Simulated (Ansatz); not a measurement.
# SiO2 (alpha-cristobalite type, space group P4_12_12), frozen-phonon scan

Relaxed SiO2 (alpha-cristobalite type, space group P4_12_12):

```
SiO2
1.0
    5.08475     0.00000     0.00000
    0.00000     5.08475     0.00000
    0.00000     0.00000     7.10083
Si O
4 8
Cartesian
  1.49364   1.49364   3.55042
  4.03601   1.04874   1.77521
  1.04874   4.03601   5.32562
  3.59111   3.59111   0.00000
  1.22654   0.47417   4.78700
  3.76892   2.06820   0.53862
  1.31583   3.01655   4.08904
  3.85821   4.61058   1.23658
  4.61058   3.85821   5.86425
  2.06820   3.76892   6.56221
  3.01655   1.31583   3.01179
  0.47417   1.22654   2.31383
```

A phonon eigenvector at Γ is frozen into this cell: atom i moves by Q times the vector below, so Q is the largest atomic displacement, in Å. The cell is held.

```json
[
 {"atom": "Si1", "x": "0.227", "y": "-0.227", "z": "-0.947"},
 {"atom": "Si2", "x": "0.227", "y": "0.227", "z": "0.947"},
 {"atom": "Si3", "x": "-0.227", "y": "-0.227", "z": "0.947"},
 {"atom": "Si4", "x": "-0.227", "y": "0.227", "z": "-0.947"},
 {"atom": "O5", "x": "-0.026", "y": "0.186", "z": "0.206"},
 {"atom": "O6", "x": "-0.026", "y": "-0.186", "z": "-0.206"},
 {"atom": "O7", "x": "0.026", "y": "0.186", "z": "-0.206"},
 {"atom": "O8", "x": "0.026", "y": "-0.186", "z": "0.206"},
 {"atom": "O9", "x": "0.186", "y": "-0.026", "z": "0.206"},
 {"atom": "O10", "x": "0.186", "y": "0.026", "z": "-0.206"},
 {"atom": "O11", "x": "-0.186", "y": "-0.026", "z": "-0.206"},
 {"atom": "O12", "x": "-0.186", "y": "0.026", "z": "0.206"}
]
```

Method: PBE (plane waves to 420 eV, PAW, scalar-relativistic; Ansatz, a program for electronic structure). k mesh 5×5×4 (Γ-centred), Fermi-Dirac smearing 0.05 eV. Energies are smeared free energies. Compression counts positive. SiO2 was relaxed with its symmetry unable to fall. ΔE is measured from the undisplaced structure.

| Q (Å) | ΔE (meV/cell) | −dE/dQ from forces (eV/Å) | P (GPa) |
|---|---|---|---|
| -0.280 | 9575 | 66.256 | 14.2 |
| -0.233 | 6712 | 56.311 | 10.0 |
| -0.187 | 4328 | 45.759 | 6.5 |
| -0.140 | 2449 | 34.725 | 3.7 |
| -0.093 | 1093 | 23.339 | 1.6 |
| -0.047 | 274 | 11.727 | 0.4 |
| 0.000 | 0 | 0.000 | 0.0 |
| 0.047 | 274 | -11.727 | 0.4 |
| 0.093 | 1093 | -23.339 | 1.6 |
| 0.140 | 2449 | -34.725 | 3.7 |
| 0.187 | 4328 | -45.759 | 6.5 |
| 0.233 | 6712 | -56.311 | 10.0 |
| 0.280 | 9575 | -66.256 | 14.2 |

What the scan shows:

The energy at Q = 0.280 Å is 9575 meV/cell. Space group of the distorted cell: P2_12_12_1 (No. 19), lowered from P4_12_12. Symmetry of the curve: even: the same for both signs. Shape of the curve: a single well with its minimum at or next to zero displacement. Harmonic wavenumber from the curvature (finite differences): 748 cm⁻¹. Wavenumber by perturbation theory (DFPT, on another k mesh): 748 cm⁻¹.

The 13 points together took very roughly 2.4 core-minutes.

(For displaced atoms, the force is minus the slope of the energy, and its curvature is a force constant, which sets phonon frequencies.)
